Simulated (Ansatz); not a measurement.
C:
Space group P6₃/mmc (No. 194); a = b = 4.4356 Å, c = 2.5195 Å, α = β = 90.00°, γ = 120.00°

| atom | site | symmetry | x | y | z |
|---|---|---|---|---|---|
| C | 6h | mm2 | 0.1041 | 0.5520 | 0.2500 |

Relaxed with PBEsol.

**Question.** Decompose the optical modes at the zone centre into irreducible representations, and say which are infrared and Raman allowed.

**Answer.** Point group 6/mmm: Γ_opt = A1g + A2g + B1g + B1u + B2u + E1g + E1u + 2E2g + E2u. Infrared: E1u. Raman: A1g, E1g, E2g.

**Question.** Assign frequencies (DFPT, PBEsol in the plane-wave PAW code Ansatz).

**Answer.** B1u 305, E2u 593, E2g 826, E1u 912, A2g 946, E2g 1224, B2u 1252, B1g 1259, E1g 1434, A1g 1455 cm⁻¹.

Subscripts of B labels follow the axes of the standard setting.

Space group P6_3/mmc. The start of the workflow was typed in or built on a structure type. Its sites differ from those of the usual phase in this space group: another stacking or structure type. The cell was relaxed with PBEsol under the symmetry of its start; its stability against distortions is not shown here.

Potentials: the earlier of the program's two PAW sets. The files were generated under PBE; for other functionals the program regenerates the frozen cores, and for LDA and PBEsol the local potential too.
